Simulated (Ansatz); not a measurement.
NiSb:
```yaml
crystal:
  lattice:
    - [3.93009, 0.00000, 0.00000]
    - [-1.96505, 3.40356, 0.00000]
    - [0.00000, 0.00000, 5.12373]
  atoms:
    - { symbol: Ni, position: [0.00000, 0.00000, 0.00000] }
    - { symbol: Ni, position: [0.00000, 0.00000, 0.50000] }
    - { symbol: Sb, position: [0.33333, 0.66667, 0.25000] }
    - { symbol: Sb, position: [0.66667, 0.33333, 0.75000] }
```

Relaxed with r²SCAN. Special points in fractions of this cell's reciprocal vectors: Γ (0.000, 0.000, 0.000); M (0.500, 0.000, 0.000); K (0.333, 0.333, 0.000); A (0.000, 0.000, 0.500); L (0.500, 0.000, 0.500); H (0.333, 0.333, 0.500).

Task: List the band energies nearest the Fermi level at these points for r²SCAN (plane waves, PAW; program Ansatz).

Result: In eV from the Fermi level; about four levels below and three above (degenerate sets whole), none deeper than 8.9 eV; points with the same levels are listed once.

```
k                                below                          above
-  -----------------------------------  -----------------------------
Γ        -2.26 -2.26 -1.44 -1.44 -0.11            0.49 0.49 2.53 2.53
M              -1.71 -1.52 -1.44 -0.29                 1.13 3.66 4.12
K              -1.49 -1.49 -0.69 -0.69                 0.75 0.75 2.96
A              -2.28 -2.28 -2.28 -2.28  0.32 0.32 2.11 2.11 2.11 2.11
L  -2.09 -2.09 -2.09 -2.09 -1.98 -1.98            0.14 0.14 1.79 1.79
H              -1.46 -1.46 -1.44 -1.44            4.43 4.43 7.79 7.79
```

Space group P6_3/mmc (NiAs type). The cell was relaxed with r²SCAN under the symmetry of its start. The run is not spin-polarised. Scalar-relativistic: spin–orbit coupling is off unless named, which matters more the heavier the elements.

Potentials: the later of the program's two PAW sets.
